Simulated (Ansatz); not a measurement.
Ba2As:
```
Ba2As
1.0
   -2.40706     2.40706     8.83072
    2.40706    -2.40706     8.83072
    2.40706     2.40706    -8.83072
Ba As
4 2
Cartesian
  0.00000   2.40706   0.00000
  2.40706   0.00000   0.00000
  0.00000   0.00000   5.56149
  0.00000   0.00000  12.09994
  0.00000   0.00000   2.33096
  0.00000   0.00000  15.33047
```

Relaxed with LDA. Special points in fractions of this cell's reciprocal vectors: Γ (0.000, 0.000, 0.000); X (0.000, 0.000, 0.500); P (0.250, 0.250, 0.250); N (0.000, 0.500, 0.000); M (0.500, 0.500, -0.500); S (0.269, 0.731, -0.269); S0 (-0.269, 0.269, 0.269); R (-0.037, 0.037, 0.500); G (0.500, 0.500, -0.037).

**Question.** List the band energies nearest the Fermi level at these points for LDA (plane waves, PAW; program Ansatz).

**Answer.** In eV from the Fermi level; about four levels below and three above (degenerate sets whole), none deeper than 8.9 eV; points with the same levels are listed once.

| k | below | above |
|---|---|---|
| Γ | -1.11 -1.11 -0.23 -0.19 | 0.58 0.85 1.04 |
| X | -1.61 -1.53 -1.30 -0.69 | 0.34 0.72 0.80 |
| P | -1.70 -1.43 -1.43 -0.54 | 0.47 0.47 0.96 0.96 |
| N | -2.10 -1.86 -1.76 -1.61 | 0.26 0.56 0.74 |
| M | -0.78 -0.78 -0.49 -0.18 | 0.41 1.66 1.66 |
| S | -2.13 -1.93 -1.62 -1.57 | 0.11 0.63 0.63 |
| R | -1.61 -1.51 -1.34 -0.67 | 0.36 0.72 0.77 |

Space group I4/mmm. The workflow started from an entry of the Crystallography Open Database (COD). Its standing as an ambient phase is unchecked. The cell was relaxed with LDA under the symmetry of its start; whether a distortion lowers the energy is not shown. Scalar-relativistic: spin–orbit coupling is off unless named, which matters more the heavier the elements.

Potentials: the later of the program's two PAW sets.
